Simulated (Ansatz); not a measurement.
MgO:
```yaml
crystal:
  lattice:
    - [0.00000, 2.10376, 2.10376]
    - [2.10376, 0.00000, 2.10376]
    - [2.10376, 2.10376, 0.00000]
  atoms:
    - { symbol: Mg, position: [0.00000, 0.00000, 0.00000] }
    - { symbol: O, position: [0.50000, 0.50000, 0.50000] }
```

Relaxed with r²SCAN.

Task: Give the optical modes at the zone centre with their infrared and Raman activity from DFPT, r²SCAN in the plane-wave PAW code Ansatz.

Result: Transverse frequencies, without the LO–TO term; a row sums one degenerate level.

| ω (cm⁻¹) | degeneracy | IR ((D/Å)²/amu) | Raman (Å⁴/amu) | activity | symmetry |
|---|---|---|---|---|---|
| 398 | 3 | 28.08 | 0 | IR | T1u |

Task: How high does the top mode go among those that the LO–TO term moves?

Result: 719 cm⁻¹ for q along x.

Space group Fm-3m (rock salt). The cell was relaxed with r²SCAN under the symmetry of its start; phonons on a q-mesh show no instability.

Potentials: the earlier of the program's two PAW sets.
